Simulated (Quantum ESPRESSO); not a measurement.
pw.x input (Quantum ESPRESSO 7.5; PBEsol, PseudoDojo standard norm-conserving files, fully relativistic):

```
&CONTROL
  calculation = 'scf'
  pseudo_dir = './pseudo'
  outdir = './out'
  tprnfor = .true.
  tstress = .true.
/
&SYSTEM
  ibrav = 0
  nat = 5
  ntyp = 3
  ecutwfc = 56.0
  ecutrho = 224.0
  occupations = 'smearing'
  smearing = 'fd'
  degauss = 0.002
  nbnd = 52
  noncolin = .true.
  lspinorb = .true.
/
&ELECTRONS
  conv_thr = 5e-10
/
ATOMIC_SPECIES
Br 79.9040 Br.upf
Cs 132.9055 Cs.upf
Pb 207.2000 Pb.upf
CELL_PARAMETERS angstrom
  5.948630000000   0.000000000000   0.000000000000
  0.000000000000   5.948630000000   0.000000000000
  0.000000000000   0.000000000000   5.948630000000
ATOMIC_POSITIONS crystal
Br   0.500000000000   0.500000000000   0.000000000000
Br   0.000000000000   0.500000000000   0.500000000000
Br   0.500000000000   0.000000000000   0.500000000000
Cs   0.000000000000   0.000000000000   0.000000000000
Pb   0.500000000000   0.500000000000   0.500000000000
K_POINTS automatic
6 6 6 0 0 0
```

End of the output:

```

[...]
     the Fermi energy is     3.4878 ev
!    total energy              =    -281.77623576 Ry
     estimated scf accuracy    <          1.1E-10 Ry
     smearing contrib. (-TS)   =      -0.00000028 Ry
     internal energy E=F+TS    =    -281.77623549 Ry
     The total energy is F=E-TS. E is the sum of the following terms:
     one-electron contribution =    -101.10525683 Ry
     hartree contribution      =      68.11476917 Ry
     xc contribution           =     -83.95003424 Ry
     ewald contribution        =    -164.83571359 Ry
     convergence has been achieved in   8 iterations
     Forces acting on atoms (cartesian axes, Ry/au):
     atom    1 type  1   force =     0.00000000    0.00000000    0.00000000
     atom    2 type  1   force =     0.00000000    0.00000000    0.00000000
     atom    3 type  1   force =     0.00000000    0.00000000    0.00000000
     atom    4 type  2   force =     0.00000000    0.00000000    0.00000000
     atom    5 type  3   force =     0.00000000    0.00000000    0.00000000
     Total force =     0.000000     Total SCF correction =     0.000000
     Computing stress (Cartesian axis) and pressure
          total   stress  (Ry/bohr**3)                   (kbar)     P=       -8.06
  -0.00005482   0.00000000   0.00000000           -8.06        0.00        0.00
   0.00000000  -0.00005482   0.00000000            0.00       -8.06        0.00
   0.00000000   0.00000000  -0.00005482            0.00        0.00       -8.06
```
In a gapped system the printed Fermi energy is only some level inside the gap.

Geometry of the Materials Project entry, not relaxed at this level.
